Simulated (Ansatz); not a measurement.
SiC:
```
CELL_PARAMETERS angstrom
      0.00000     2.16451     2.16451
      2.16451     0.00000     2.16451
      2.16451     2.16451     0.00000
ATOMIC_POSITIONS crystal
  Si 0.75000 0.75000 0.75000
  C  0.00000 0.00000 0.00000
```

This is the LDA-relaxed structure.

**Question.** All from the program Ansatz at the LDA level (PAW), unless another level is named. Give the hole effective mass, band 2 of 3 at the edge.

**Answer.** 0.59 along [100], 0.59 along [110], 1.7 along [111] (mₑ).

**Question.** Next, the band gap?

**Answer.** 1.30 eV (indirect).

**Question.** Give the smallest direct gap on the standard path.

**Answer.** 4.54 eV.

Space group F-43m (zinc blende). The cell was relaxed with LDA under the symmetry of its start; phonons on a q-mesh show no instability.

Potentials: the earlier of the program's two PAW sets.
